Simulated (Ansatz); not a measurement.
**Collinear states of CoW**

Level of theory: Ansatz, DFT PBE, scalar-relativistic, plane waves, PAW.

```xyz
2
Lattice="1.8422 1.8422 3.7562 1.8422 3.7562 1.8422 3.7562 1.8422 1.8422" Properties=species:S:1:pos:R:3 pbc="T T T"
Co    0.0000    0.0000    0.0000
W     3.7203    3.7203    3.7203
```

```json
{
 "plane-wave cutoff": "420 eV",
 "Γ-centred k-mesh": "18×18×18",
 "occupation rule": "Gaussian smearing, 0.1 eV",
 "list of starting moments (μB, in atom order)": "2 0",
 "check for lower electronic states after the SCF": "off"
}
```

Each order was relaxed in cell and atoms. A propagation vector, in units of the reciprocal vectors, doubles the cell, which takes an equally dense mesh. Site moments are spin moments in atom-centred spheres that scale with the neighbour distance. The states are those that the runs reached from these starts; a lower one can exist.

Task: Starts tried: no spin; ferromagnetic; antiferromagnetic, doubled cell, propagation vector (1/2, 1/2, 1/2). Which state comes out lowest, and what are the moments?

Result: The lowest state is antiferromagnetic, reached from the start “antiferromagnetic, doubled cell, propagation vector (1/2, 1/2, 1/2)”, with site moments (μB) Co +0.90, Co -0.90.

| start | ends | energy above lowest (meV/atom) | site moments (μB) | gap on mesh (eV) | volume (Å³/atom) |
| --- | --- | --- | --- | --- | --- |
| no spin | non-magnetic | 15.9 | none over 0.05 | metal | 13.57 |
| ferromagnetic | ferromagnetic | 9.26 | Co +0.70 | metal | 13.63 |
| antiferromagnetic, doubled cell, propagation vector (1/2, 1/2, 1/2) | antiferromagnetic | 0.00 | Co +0.90, Co -0.90 | metal | 13.66 |

Cost: 3 runs of about 14 core-minutes in all, on Intel Xeon Processor @ 2.50GHz (Skylake/Cascade Lake) (shared hosts).